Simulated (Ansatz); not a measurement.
Input and command of a plane-wave DFT calculation in Ansatz:

```yaml
crystal:
  lattice:
    - [4.71155729, 0.0, 0.0]
    - [0.0, 8.09259956, 0.0]
    - [0.0, 0.0, 8.53061019]
  atoms:
    - { symbol: Si, position: [0.14397041, 0.06295585, 0.15908057] }
    - { symbol: Si, position: [0.14397041, 0.43704415, 0.65908057] }
    - { symbol: Si, position: [0.64397041, 0.56295585, 0.84091943] }
    - { symbol: Si, position: [0.35602959, 0.43704415, 0.15908057] }
    - { symbol: Si, position: [0.85602959, 0.56295585, 0.34091943] }
    - { symbol: Si, position: [0.85602959, 0.93704415, 0.84091943] }
    - { symbol: Si, position: [0.64397041, 0.93704415, 0.34091943] }
    - { symbol: Si, position: [0.35602959, 0.06295585, 0.65908057] }
    - { symbol: O, position: [0.58830851, 0.05423892, 0.79900856] }
    - { symbol: O, position: [0.58830851, 0.44576108, 0.29900856] }
    - { symbol: O, position: [0.41169149, 0.55423892, 0.70099144] }
    - { symbol: O, position: [0.25, 0.25, 0.6393333] }
    - { symbol: O, position: [0.08830851, 0.55423892, 0.20099144] }
    - { symbol: O, position: [0.41169149, 0.94576108, 0.20099144] }
    - { symbol: O, position: [0.91169149, 0.05423892, 0.29900856] }
    - { symbol: O, position: [0.0, 0.5, 0.5] }
    - { symbol: O, position: [0.75, 0.75, 0.3606667] }
    - { symbol: O, position: [0.75, 0.75, 0.8606667] }
    - { symbol: O, position: [0.91169149, 0.44576108, 0.79900856] }
    - { symbol: O, position: [0.5, 0.5, 0.0] }
    - { symbol: O, position: [0.25, 0.25, 0.1393333] }
    - { symbol: O, position: [0.08830851, 0.94576108, 0.70099144] }
    - { symbol: O, position: [0.0, 0.0, 0.0] }
    - { symbol: O, position: [0.5, 0.0, 0.5] }
basis:
  ecutwfc: 500
kpoints:
  mp_grid: { grid: [6, 4, 4] }
hamiltonian:
  xc: r2scan
scf:
  occupations: { method: gaussian, width: 0.02 }
output:
  forces: true
  stress: true
  eigenvalues: true
  populations: true
```

```bash
ansatz run input.yaml --threads 4 --pin off --max-ram 10240MiB --backend cpu --events-out ev --progress --plain --runs-dir out
```

Processor: Intel(R) Xeon(R) Processor @ 2.70GHz, 4 threads, on a host shared with other jobs.

Question: How long does it run, and how much memory does it take?

Answer: About 54 s on 4 threads of Intel(R) Xeon(R) Processor @ 2.70GHz, on a shared host, peak memory 2.2 GiB. It solves 88 bands at 36 k points (the mesh reduced by symmetry) with about 8267 plane waves, in 8 SCF iterations.
